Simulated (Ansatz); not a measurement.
Level of theory: DFT PBE, scalar-relativistic, plane waves, PAW (Ansatz). Cutoff 420 eV, Γ-centred 6×6×8 mesh (8-atom cell), Gaussian smearing of 0.02 eV, no spin polarisation.

Formation energies are uncorrected and refer to the elements' standard structures at the same level.

Task: Propose a candidate for an orthorhombic semiconductor with formula Mg3ZnS4, with a gap near 1.2 eV, a formation energy near −1.20 eV/atom and a density near 3.14 g/cm³, in a cell of 8 atoms.

Result: Mg3ZnS4, space group Cmmm (No. 65). Around Mg on a site of symmetry 2/m lie 6 S at 2.60–2.61 Å; Mg on a site of symmetry mmm is surrounded by 6 S at 2.61–2.63 Å; around Zn lie 6 S at 2.57–2.61 Å; S on a site of symmetry m2m is surrounded by 5 Mg at 2.60–2.61 Å and 1 Zn at 2.61 Å; 1 more site not described.

```cif
data_structure
_symmetry_space_group_name_H-M 'P 1'
_symmetry_Int_Tables_number 1
_cell_length_a 6.3770
_cell_length_b 6.3770
_cell_length_c 3.6761
_cell_angle_alpha 90.000
_cell_angle_beta 90.000
_cell_angle_gamma 109.680
_cell_volume 140.76
loop_
_atom_site_label
_atom_site_type_symbol
_atom_site_fract_x
_atom_site_fract_y
_atom_site_fract_z
_atom_site_occupancy
Mg1 Mg 0.00000 0.50000 0.50000 1
Mg2 Mg 0.50000 0.00000 0.50000 1
Mg3 Mg 0.50000 0.50000 0.00000 1
Zn1 Zn 0.00000 0.00000 0.00000 1
S1 S 0.75008 0.24992 0.00000 1
S2 S 0.75624 0.75624 0.50000 1
S3 S 0.24376 0.24376 0.50000 1
S4 S 0.24992 0.75008 0.00000 1
```

* Volume per atom: 17.59 Å³
* Density: 3.14 g/cm³
* Energy over the elements: −1.199 eV/atom
* Gap on the 6×6×8 mesh of the 8-atom cell: 1.24 eV

The cell was found from a structure generator's guess, not taken from experiment. The answer needn't be unique; the calculation gave this one.

Kohn–Sham gaps at this level usually fall short of measured ones. The reference form of S is held partly by dispersion forces, which this level lacks. A later test with randomly moved atoms came back to the same energy, though modes that don't fit the test's cell weren't probed.
